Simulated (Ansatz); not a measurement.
Relax this structure to zero stress and force, keeping its symmetry:

```xyz
4
Lattice="-1.8950 1.8950 4.4700 1.8950 -1.8950 4.4700 1.8950 1.8950 -4.4700" Properties=species:S:1:pos:R:3 pbc="T T T"
Ta    0.0000    0.0000    0.0000
Ga    0.0000    0.0000    4.4700
Ga    0.0000    1.8950    2.2350
Ga    1.8950    0.0000    2.2350
```

All numbers below come from DFT PBEsol, scalar-relativistic, plane waves, PAW (Ansatz).

Settings: cutoff 420 eV, Γ-centred mesh 16×16×16 on the computed 4-atom cell, Gaussian smearing of 0.10 eV; no spin polarisation.

Task: What does it relax to?

Result: The volume falls by 0.66 Å³/atom to 15.39 Å³/atom, and the energy falls by 16.8 meV/atom. Final structure:
```yaml
crystal:
  lattice:
    - [-1.88806, 1.88806, 4.31806]
    - [1.88806, -1.88806, 4.31806]
    - [1.88806, 1.88806, -4.31806]
  atoms:
    - { symbol: Ta, position: [0.00000, 0.00000, 0.00000] }
    - { symbol: Ga, position: [0.50000, 0.50000, 0.00000] }
    - { symbol: Ga, position: [0.75000, 0.25000, 0.50000] }
    - { symbol: Ga, position: [0.25000, 0.75000, 0.50000] }
```

Course of the relaxation (steps run on the plane waves of an earlier cell, and the basis is chosen afresh near the end, so energy and pressure can step there; trial steps that raised the energy were taken back; energies are free energies):

```json
{"step": "1", "E − E_final (meV/atom)": "16.8", "P (GPa)": "-5.07", "V (Å³/atom)": "16.05"}
{"step": "2", "E − E_final (meV/atom)": "4.1", "P (GPa)": "3.37", "V (Å³/atom)": "15.04"}
{"step": "3", "E − E_final (meV/atom)": "-0.1", "P (GPa)": "-0.30", "V (Å³/atom)": "15.43"}
{"step": "4", "E − E_final (meV/atom)": "-0.2", "P (GPa)": "0.00", "V (Å³/atom)": "15.39"}
{"step": "5", "E − E_final (meV/atom)": "-0.2", "P (GPa)": "0.01", "V (Å³/atom)": "15.39"}
{"step": "6", "E − E_final (meV/atom)": "0.0", "P (GPa)": "0.00", "V (Å³/atom)": "15.39"}
```

Spin–orbit coupling is left out, which can shift energies with elements as heavy as these.

Cost: 1 run of about 4.1 core-minutes, on Arm Neoverse V2 (shared hosts).